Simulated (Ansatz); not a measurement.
Ag2S:
```cif
data_Ag8S4
_chemical_formula_sum 'Ag8 S4'
_space_group_name_H-M_alt 'P 1'
_space_group_IT_number 1
_cell_length_a 4.17437
_cell_length_b 7.21010
_cell_length_c 8.34806
_cell_angle_alpha 90.000
_cell_angle_beta 112.246
_cell_angle_gamma 90.000
loop_
_space_group_symop_operation_xyz
  'x, y, z'
loop_
_atom_site_label
_atom_site_type_symbol
_atom_site_fract_x
_atom_site_fract_y
_atom_site_fract_z
_atom_site_occupancy
Ag1 Ag 0.49988 0.50003 0.24995 1
Ag2 Ag 0.50012 0.49997 0.75005 1
Ag3 Ag 0.50012 0.00003 0.25005 1
Ag4 Ag 0.49988 0.99997 0.74995 1
Ag5 Ag 0.89310 0.75003 0.55353 1
Ag6 Ag 0.10690 0.24997 0.44647 1
Ag7 Ag 0.10690 0.25003 0.94647 1
Ag8 Ag 0.89310 0.74997 0.05353 1
S1 S 0.27313 0.74996 0.86352 1
S2 S 0.72687 0.25004 0.13648 1
S3 S 0.72687 0.24996 0.63648 1
S4 S 0.27313 0.75004 0.36352 1
```

Relaxed with PBEsol. DFT-PBEsol in the program Ansatz with PAW potentials gives a gap of 0.95 eV.

Question: What gap does HSE06 give on the same cell (Ansatz, PAW)?

Answer: 2.14 eV, 1.19 eV more. The hybrid was solved on a coarser mesh and at special points; its gap is the smallest among all of these.

Cost on shared cores: the PBEsol run (SCF on a 7×4×4 mesh, then bands and DOS) around 11 core-minutes (rough), the HSE06 run (SCF on 4×3×2, then a few points) around 6 core-minutes (rough); the tasks are unlike.

Space group Cmcm. The workflow started from a Materials Project entry (that database holds measured and hypothetical structures alike); the Crystallography Open Database copy checked does not list it. COD files the formula under space group No. 4, 14, so this cell is another polymorph or a model. Its standing as an ambient phase is unchecked. The PBEsol relaxation kept the symmetry of its start; its stability against distortions is not shown here. The run is not spin-polarised. Spin–orbit coupling is left out wherever it is not named.

Potentials: the later of the program's two PAW sets.
